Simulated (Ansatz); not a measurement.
Data:

GaCuBr₄:
```cif
data_Br8Cu2Ga2
_chemical_formula_sum 'Ga2 Cu2 Br8'
_space_group_name_H-M_alt 'P 1'
_space_group_IT_number 1
_cell_length_a 5.46402
_cell_length_b 5.46402
_cell_length_c 10.48751
_cell_angle_alpha 90.000
_cell_angle_beta 90.000
_cell_angle_gamma 90.000
loop_
_space_group_symop_operation_xyz
  'x, y, z'
loop_
_atom_site_label
_atom_site_type_symbol
_atom_site_fract_x
_atom_site_fract_y
_atom_site_fract_z
_atom_site_occupancy
Ga1 Ga 0.00000 0.50000 0.25000 1
Ga2 Ga 0.50000 0.00000 0.75000 1
Cu1 Cu 0.00000 0.00000 0.00000 1
Cu2 Cu 0.00000 0.00000 0.50000 1
Br1 Br 0.25655 0.25883 0.12331 1
Br2 Br 0.25883 0.74345 0.87669 1
Br3 Br 0.74345 0.74117 0.12331 1
Br4 Br 0.74117 0.25655 0.87669 1
Br5 Br 0.25655 0.74117 0.37669 1
Br6 Br 0.25883 0.25655 0.62331 1
Br7 Br 0.74345 0.25883 0.37669 1
Br8 Br 0.74117 0.74345 0.62331 1
```

This is the LDA-relaxed structure.

**Question.** All from LDA in the plane-wave PAW code Ansatz, unless another level is named. Predict the band gap.

**Answer.** 1.63 eV (smallest direct gap 1.66 eV).

**Question.** Give the hole effective mass.

**Answer.** 0.77, 2.4, 2.4 mₑ (principal values).

**Question.** And the formation energy from the elements (no fitted shifts)?

**Answer.** -0.61 eV/atom.

**Question.** Predict the valence-band maximum.

**Answer.** at M.

**Question.** Predict the conduction-band minimum.

**Answer.** at Γ.

**Question.** And the weight of the valence-edge state by species (Voronoi cells)?

**Answer.** Cu 66 %, Br 33 %.

Space group P-42c. The first step of the workflow began from a Materials Project structure, measured or hypothetical; the Crystallography Open Database copy checked does not list it. Whether it is the stable phase at ambient conditions was not checked. Symmetry was held in the LDA relaxation; phonons on a q-mesh show no instability. The run is not spin-polarised. The references are the lowest solids computed at this level, not always the standard phases. Spin–orbit coupling is left out wherever it is not named.

Potentials: the later of the program's two PAW sets.
